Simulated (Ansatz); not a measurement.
CuCl (zinc blende, space group No. 216), DFT-PBEsol in the program Ansatz with PAW potentials. The conduction-band minimum lies at Γ, with 1 equivalent valley. Second derivatives d²E/dk² of the lowest band at one valley (eV·Å²), along Cartesian directions:

```tsv
direction	d²E/dk²
[100]	37.76
[010]	37.76
[001]	37.76
[110]	37.75
[101]	37.75
[011]	37.75
```

Question: Find the principal effective masses, the density-of-states mass and the conductivity mass.

Answer: Off-diagonal terms follow from H_xy = H[110] − (H_xx + H_yy)/2, and m*/mₑ = 7.620 eV·Å² over each eigenvalue: 0.20, 0.20, 0.20. One valley's DOS mass (m₁m₂m₃)^(1/3) = 0.20, conductivity mass 3/(Σ 1/mᵢ) = 0.20 mₑ.

Question: What effective density of states Nc follows at 300 K for parabolic valleys?

Answer: Nc = 2.509e19 × 1 × (0.20)^(3/2) ≈ 2.2e18 cm⁻³.

Space group F-43m (zinc blende). The PBEsol relaxation kept the symmetry of its start. The run is not spin-polarised.

Potentials: the earlier of the program's two PAW sets. The files were generated under PBE; for other functionals the program regenerates the frozen cores, and for LDA and PBEsol the local potential too.

Edges and masses are those of Kohn–Sham bands, whose gap is no quasiparticle gap.
